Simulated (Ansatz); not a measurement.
Computed properties of Ga3PN2 (ordering on zincblende)

All numbers come from the PAW code Ansatz. No magnetic order. The prototype was imposed, so other structures may be more stable.

Structure: Ga3PN2 as one 6-atom ordering (Imm2) on the zincblende lattice, at its r2SCAN minimum. The symmetry is Imm2 (No. 44, orthorhombic); conventional cell a = 3.402 Å, b = 10.249 Å, c = 4.789 Å, 13.91 Å³ an atom. Around N lie 4 Ga at 1.96–2.01 Å; around Ga lie 3 N at 1.96–2.01 Å and 1 P at 2.32 Å; around P lie 4 Ga at 2.27–2.32 Å; around Ga lie 2 N at 1.98 Å and 2 P at 2.27 Å.

```
N Ga P
1.0
    -1.70103    5.12436    2.39428
     1.70103   -5.12436    2.39428
     1.70103    5.12436   -2.39428
N Ga P
2 3 1
Direct
  0.32698 0.99916 0.32782
  0.67135 0.99916 0.67218
  0.53590 0.72225 0.81364
  0.90861 0.72225 0.18636
  0.31046 0.81046 0.50000
  0.99670 0.99670 0.00000
```

Relaxed lattice by functional, symmetry kept:

| functional | k mesh | a (Å) | b (Å) | c (Å) | volume (Å³/atom) |
| --- | --- | --- | --- | --- | --- |
| PBE | 8×8×8 | 3.436 | 10.353 | 4.848 | 14.37 |
| r2SCAN | 8×8×8 | 3.402 | 10.249 | 4.789 | 13.91 |

On this one geometry the levels give:
```tsv
level	k mesh	gap (eV)	kind	edges	least direct gap (eV)	rough cost
PBE	10×10×10	0.15	indirect	X → Γ	0.25	50 core-seconds
PBE+SOC	10×10×10	0.16	indirect	X → Γ	0.25	4 core-minutes
r2SCAN	10×10×10	0.50	indirect	X → Γ	0.60	90 core-seconds
HSE06	6×6×6	1.04	indirect	X → Γ	1.16	11 core-minutes
PBE0	6×6×6	1.70	indirect	X → Γ	1.81	11 core-minutes
```
PBE, PBE+SOC: smearing of 0.02 eV; the others have fixed occupations.
Wave cutoffs: 420 eV, 500 eV (r2SCAN).
Costs come from shared machines and give only the order; PBE's includes the band path. The runs had 4 threads of Intel(R) Xeon(R) Platinum 8375C CPU @ 2.90GHz (Ice Lake), on a shared host.

The HSE06 gap is indirect, 1.04 eV (X to Γ), below the direct gap of 1.16 eV at Γ. Spin-orbit coupling changes the PBE gap by 0.00 eV, to 0.16 eV.

r2SCAN covers 39 % of the step from PBE to HSE06, while HSE06 needs about 7 times r2SCAN's rough cost (on a coarser mesh). Spin-orbit coupling moves the least or the direct gap by up to 0.01 eV, so it can be left out where a tenth of an eV counts. Among these functionals the gap stays indirect.

Only the levels marked +SOC include spin-orbit coupling.
